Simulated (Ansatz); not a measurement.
MgTe (CsCl type, space group No. 221) at seven volumes, PBE in the plane-wave PAW code Ansatz, scaled uniformly. One row is withheld.

```tsv
V (Å³/atom)	P (GPa)
23.288	5.26
24.056	?
24.824	1.51
25.591	0.00
26.359	-1.27
27.127	-2.34
27.895	-3.24
```

Question: Fit the shown pressures and predict the withheld one.

Answer: P = (3/2)B₀(x^(7/2) − x^(5/2))[1 + (3/4)(B′ − 4)(x − 1)] with x = (V₀/V)^(2/3). Least squares on the six rows gives V₀ = 25.595 Å³/atom, B₀ = 45.5 GPa, B′ = 4.30. At V = 24.056, x = 1.0422 and P = 3.22 GPa. The run itself gave 3.27 GPa.

Space group Pm-3m (CsCl type). A made-up cell: these elements were put on the sites of a structure type; neither database checked (COD, Materials Project) lists it. COD files the formula under space group No. 186, so this cell is another polymorph or a model. Its standing as an ambient phase is unchecked. The PBE relaxation kept the symmetry of its start. At this level the phase is dynamically unstable (imaginary phonons). Spin–orbit coupling is left out wherever it is not named.

Potentials: the later of the program's two PAW sets.
